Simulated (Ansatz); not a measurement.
Crystals of one structure type (zinc blende) and one family of elements, relaxed and computed with DFT-PBEsol in the program Ansatz with PAW potentials.

```csv
crystal,V (Å³/atom),B₀ by P(V) fit (GPa)
BN,5.86,385
AlN,10.48,200
BP,11.54,169
BAs,13.55,?
GaP,20.11,84.8
GaAs,22.66,69.0
InP,25.40,66.7
```

Question: Fit a straight line to ln B₀ against ln V and predict the withheld value.

Answer: Least squares on the 6 shown rows: ln B₀ = -1.24 × ln V + (8.166), with a scatter of 3.8 %. For BAs this gives 139. The run itself gave 140, a miss of 0.7 % of that.

All cells were relaxed under the symmetry of their starts (and spin orders); stability against distortions was not tested throughout. Spin–orbit coupling is left out wherever it is not named.

Potentials: the earlier of the program's two PAW sets. The files were generated under PBE; for other functionals the program regenerates the frozen cores, and for LDA and PBEsol the local potential too.
